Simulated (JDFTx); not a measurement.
Reference run:

```yaml
surface: Ag(111)
bulk: Ag, Fm-3m, lattice of mp-124 (not re-optimised)
slab: 4 atoms in 4 planes, 1x1, 7.1 Å between the outermost planes
in-plane cell: 2.902 × 2.902 Å, 7.29 Å²
cell_height: 23.1 Å
sampling: 8×8×1 k mesh, Fermi smearing 0.01 Ha, no spin polarisation
```

The reference is PBE, GBRV ultrasoft potentials, plane waves to 20/100 Ha; code: a modified build of JDFTx. Unrelaxed; liquid: linear PCM (GLSSA13), water, 1 M NaCl. Potentials refer to SHE, placed 4.44 V below the bulk liquid's zero by convention.

| plane-wave cutoffs | work function (eV) | U_pzc (V) | mean C above U_pzc (μF/cm²) | k states × plane waves | cycles, vacuum run | rough core time, vacuum run |
|---|---|---|---|---|---|---|
| 10/50 Ha | ___ | ___ | 18 over 0.5 V | 10 × 1718 | 16 | 40 s |
| 12/60 Ha | 4.62 | -0.15 | 17 over 0.5 V | 10 × 2257 | 17 | 70 s |
| 15/75 Ha | 4.53 | -0.18 | 17 over 0.5 V | 10 × 3153 | 17 | 90 s |
| 20/100 Ha | 4.52 | -0.18 | 17 over 0.5 V | 10 × 4858 | 18 | 90 s |
| 25/125 Ha | 4.52 | -0.19 | 17 over 0.5 V | 10 × 6792 | 18 | 4 min |
| 30/150 Ha | 4.52 | -0.19 | 17 over 0.5 V | 10 × 8922 | 17 | 6 min |

Q: What belongs in the gaps?

A: 
- 10/50 Ha, work function (eV): 4.92
- 10/50 Ha, U_pzc (V): -0.08

Core times come from shared machines and are rough, one run each.
